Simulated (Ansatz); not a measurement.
# How far is PAW off for LiZn?

```yaml
crystal:
  lattice:
    - [0.03111, 3.12656, 3.12656]
    - [3.12656, 0.03111, 3.12656]
    - [3.12656, 3.12656, 0.03111]
  atoms:
    - { symbol: Li, position: [0.50000, 0.50000, 0.50000] }
    - { symbol: Li, position: [0.75000, 0.75000, 0.75000] }
    - { symbol: Zn, position: [0.00000, 0.00000, 0.00000] }
    - { symbol: Zn, position: [0.25000, 0.25000, 0.25000] }
```

Atoms are numbered in the order listed.

The conventional cell has a = 4.378 Å, b = 4.378 Å, c = 10.885 Å, α = 90.00°, β = 90.00°, γ = 120.00°. Li (atom 1) is surrounded by 4 Li at 2.69 to 2.72 Å and 4 Zn at 2.69 to 2.72 Å. Zn (atom 3) has 4 Li at 2.69 to 2.72 Å and 4 Zn at 2.69 to 2.72 Å as nearest neighbours.

The cell comes from COD entry 1539532, which wasn't checked; take it as a given geometry. It is an old determination, and later ones may differ. The listed cell was then made from it by scaling, straining or moving an atom.

Levels of theory: DFT, LDA, PAW with Ansatz's default frozen-core files, scalar-relativistic (Ansatz 0.2.0); DFT, LDA, all-electron PAW with datasets made for the crystal, scalar-relativistic (Ansatz 0.2.0); DFT, LDA, all-electron LAPW, scalar-relativistic (Ansatz 0.2.0).

For PAW: a Γ-centred 9×9×9 k mesh, Fermi–Dirac smearing of 0.08 eV, cutoff 420 eV, no spin polarisation; the PAW files were made with PBE, and the program remakes their frozen cores for this functional. The crystal-made all-electron datasets (AE datasets) take a cutoff of 240 eV at this cell. LAPW targets a basis error of 0.5 meV/atom. The Ansatz runs share mesh, smearing and spin set-up. Plane-wave (PAW) pressures include the program's estimate of the Pulay term.

Stress and pressure are positive in compression.

The change that made this cell: equal xy, yz and zx engineering shear strains of +1 %.

```
              quantity     PAW  AE datasets    LAPW
        pressure (GPa)   -5.66        -5.66   -5.66
       stress yz (GPa)   -0.40        -0.40   -0.40
       stress xz (GPa)   -0.40        -0.40   -0.40
       stress xy (GPa)   -0.40        -0.40   -0.40
force on Zn3, x (eV/Å)  -0.011       -0.011  -0.011
```
